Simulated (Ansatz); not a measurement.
BePd (CsCl type, Pm-3m), DFT-r²SCAN in the program Ansatz with PAW potentials, all energies at zero smearing, with the estimated change up to a 700 eV cutoff added, with one set of potentials and settings (totals compare only within such a set). Cell of 2 atoms (1 Be, 1 Pd): -7080.245 eV.

```csv
element,reference phase,E (eV/atom)
Be,"P6_3/mmc, 2 atoms in the cell",-93.3347
Pd,"Fm-3m, 1 atoms in the cell",-6985.7456
```

Formation energy per atom, worked out: (-7080.245 − 1×(-93.3347) − 1×(-6985.7456))/2 = -0.582 eV/atom (-56 kJ per mol of atoms), at 0 K, without zero-point energy or fitted corrections.

The first step of the workflow began from a Materials Project structure, measured or hypothetical; the Crystallography Open Database files this formula in space group No. 221, but the cells were not matched. Whether it is the stable phase at ambient conditions was not checked. Symmetry was held in the r²SCAN relaxation; whether a distortion lowers the energy is not shown. The run is not spin-polarised. The references are the lowest solids computed at this level, not always the standard phases.

Potentials: the later of the program's two PAW sets.
